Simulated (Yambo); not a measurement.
A free-standing WS$_{2}$ monolayer (symmetry P-6m2, slab cell 16.1 Å high): the exchange self-energy on PBEsol orbitals (Yambo, 6×6×1 mesh) holds the Coulomb divergence, which is integrated with random points (RandQpts).

```
random points  exchange-only gap K → K (eV)  shift of the valence edge (eV)  gap against the reference (meV)
-------------  ----------------------------  ------------------------------  -------------------------------
1,000                                  6.79                           -0.53                                7
10,000                                 6.73                           -0.33                              -51
100,000                                6.79                           -0.52                               12
1,000,000                              6.79                           -0.51                                9
5,000,000                              6.78                           -0.48                        reference
```

From 100,000 points on, the gap stays within 20 meV of the run with most points. The error is statistical; each row is a single draw, so the rows fix no rate of convergence.

Spin-orbit coupling is not included.

Geometry relaxed with PBEsol; primitive cell a = 3.1456 Å, b = 3.1456 Å, c = 16.1000 Å, α = 90.00°, β = 90.00°, γ = 120.00°.

A shift is the quasiparticle energy of the state minus its PBEsol energy.
